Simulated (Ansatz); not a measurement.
A crystal relaxed with r2SCAN in Ansatz has space group Pm (No. 6) and a = 6.723 Å, b = 4.080 Å, c = 7.061 Å, β = 90.0°.

| atom | site | x | y | z |
| --- | --- | --- | --- | --- |
| As | 1a | 0.9987 | 0.0000 | 0.6721 |
| As | 1b | 0.0022 | 0.5000 | 0.1626 |
| As | 1b | 0.4988 | 0.5000 | 0.8315 |
| Xx | 1a | 0.5029 | 0.0000 | 0.3340 |
| Ga | 1a | 0.3672 | 0.0000 | 0.6802 |
| Ga | 1b | 0.3671 | 0.5000 | 0.1515 |
| Ga | 1b | 0.8694 | 0.5000 | 0.8338 |
| Ga | 1a | 0.8937 | 0.0000 | 0.3342 |

r2SCAN gives a direct gap of 0.15 eV at Γ. The HSE06 gap is direct at Γ: 0.53 eV. Meshes: r2SCAN 4×6×4, HSE06 2×4×2.

Q: Which element is Xx?
A. Ta
B. Sb
C. N
D. Nb

A: B. Xx is Sb: an ordered 8-atom cell of Ga₄SbAs₃ on the wurtzite lattice (Pm). As is surrounded by 4 Ga at 2.48–2.49 Å; As is surrounded by 4 Ga at 2.45–2.49 Å; As is surrounded by 4 Ga at 2.43–2.49 Å; Sb is surrounded by 4 Ga at 2.58–2.63 Å; Ga is surrounded by 3 As at 2.47–2.48 Å and 1 Sb at 2.61 Å; Ga is surrounded by 2 As at 2.43–2.45 Å and 2 Sb at 2.58 Å; Ga is surrounded by 4 As at 2.49 Å; Ga is surrounded by 3 As at 2.48–2.49 Å and 1 Sb at 2.63 Å.

Values at 0 K without nuclear motion; spin polarisation is off, and the phase may be a hypothetical one.

Spin-orbit coupling is left out, which matters wherever the heavy atoms make up the band edges.

The meshes of the hybrids are coarse, so their gaps aren't converged to the digits shown.
